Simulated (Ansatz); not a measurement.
## Phonons of ScGa₃ in the AuCu3-type structure

Method: PBEsol, scalar-relativistic; no spin polarisation; PAW, 420 eV, Gaussian smearing of 0.15 eV; code Ansatz; PAW files: Ansatz's generated set soft_2.

```xyz
4
Lattice="4.0536 0.0000 0.0000 0.0000 4.0536 0.0000 0.0000 0.0000 4.0536" Properties=species:S:1:pos:R:3 pbc="T T T"
Sc    0.0000    0.0000    0.0000
Ga    0.0000    2.0268    2.0268
Ga    2.0268    2.0268    0.0000
Ga    2.0268    0.0000    2.0268
```

The start was a prototype's sites filled with these elements; the Crystallography Open Database holds the compound in this structure.

Force constants come from finite displacements in a 2×2×2 supercell (the unit cell's 8×8×8 k-mesh, folded to it); the long-range dipole term is not included. Points in reciprocal vectors of this cell: Γ = (0.000, 0.000, 0.000), X = (0.000, 0.500, 0.000), M = (0.500, 0.500, 0.000), R = (0.500, 0.500, 0.500).

Question: Is the structure dynamically stable along this path, and where does the spectrum end?

Answer: Yes: no branch is imaginary beyond numerical noise. The highest frequency is 260 cm⁻¹, at R. Points that don't fit the supercell are interpolated.

Frequencies at the named points (cm⁻¹, imaginary ones negative):
```
point                                         ω (cm⁻¹)
    Γ        0 0 0 134 134 134 135 135 135 255 255 255
    X  100 100 102 102 131 152 158 158 161 209 241 241
    M   82 120 125 125 126 138 139 139 177 215 236 236
    R    58 58 121 121 121 124 124 124 165 260 260 260
```

Question: What does the harmonic approximation give for the vibrational free energy, entropy and heat capacity?

Answer: Zero-point energy 28.3 meV/atom.
| T (K) | F_vib (meV/atom) | S (J/K per mole of atoms) | C_V (J/K per mole of atoms) |
| --- | --- | --- | --- |
| 100 | 24.0 | 11.8 | 16.9 |
| 200 | 4.1 | 25.7 | 22.4 |
| 300 | -27.7 | 35.1 | 23.7 |
| 400 | -67.8 | 42.0 | 24.3 |
| 500 | -114.3 | 47.4 | 24.5 |
| 600 | -165.8 | 51.9 | 24.6 |
| 700 | -221.7 | 55.7 | 24.7 |
| 800 | -281.2 | 59.0 | 24.8 |
| 900 | -343.9 | 61.9 | 24.8 |
| 1000 | -409.5 | 64.6 | 24.8 |

The highest mode, 260 cm⁻¹, is worth 370 K. At 300 K the heat capacity has reached 95 % of the classical limit 3R = 24.9 J/K per mole of atoms: a mode at k_BT already holds 92 % of its classical share, and one at 1.5 k_BT 83 %.

The crystal is a metal or nearly so; low and unstable modes depend on mesh and smearing.

It ran for 3.5 min on 4 threads of Arm Neoverse V1, on a shared host, peak memory 4 GiB.
